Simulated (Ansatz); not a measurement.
Input and command of a plane-wave DFT calculation in Ansatz:

```yaml
crystal:
  lattice:
    - [3.1637581849, 0.0, 0.0]
    - [-1.5818790924, 2.7398949595, 0.0]
    - [0.0, 0.0, 5.0666496301]
  atoms:
    - { symbol: W, position: [0.3333333333, 0.6666666667, 0.0] }
    - { symbol: W, position: [0.6666666667, 0.3333333333, 0.5] }
    - { symbol: C, position: [0.3333333333, 0.6666666667, 0.3821] }
    - { symbol: C, position: [0.6666666667, 0.3333333333, 0.8821] }
basis:
  ecutwfc: 500
kpoints:
  mp_grid: { grid: [6, 6, 4] }
hamiltonian:
  xc: r2scan
scf:
  occupations: { method: gaussian, width: 0.1 }
  lower_state_search: "off"
output:
  forces: true
  stress: true
  eigenvalues: true
```

```bash
ansatz run input.yaml --threads 1 --pin off --max-ram 3072MiB --backend cpu --events-out ev --progress --plain --runs-dir out
```

Processor: Intel(R) Xeon(R) 6975P-C (Granite Rapids), 1 thread, on a host shared with other jobs.

**Question.** How long does it run, and how much memory does it take?

**Answer.** About 2.8 s on 1 thread of Intel(R) Xeon(R) 6975P-C (Granite Rapids), on a shared host, peak memory 0.47 GiB. It solves 22 bands at 21 k points (the mesh reduced by symmetry) with about 1099 plane waves, in 7 SCF iterations.
